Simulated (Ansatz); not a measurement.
An elastic tensor (GPa, Voigt order, standard axes) from PBE in the plane-wave PAW code Ansatz:

```
24.1   3.8   3.8   0.0   0.0   0.0
 3.8  24.1   3.8   0.0   0.0   0.0
 3.8   3.8  24.1   0.0   0.0   0.0
 0.0   0.0   0.0   3.8   0.0   0.0
 0.0   0.0   0.0   0.0   3.8   0.0
 0.0   0.0   0.0   0.0   0.0   3.8
```

Which compound is it?
A) KI, rock salt
B) KTaO3, cubic perovskite
C) NaF, rock salt
D) CaO, rock salt

A, KI, rock salt

Space group Fm-3m (rock salt). The cell was relaxed with PBE under the symmetry of its start; phonons on a q-mesh show no instability. Spin–orbit coupling is left out wherever it is not named.

Potentials: the later of the program's two PAW sets.
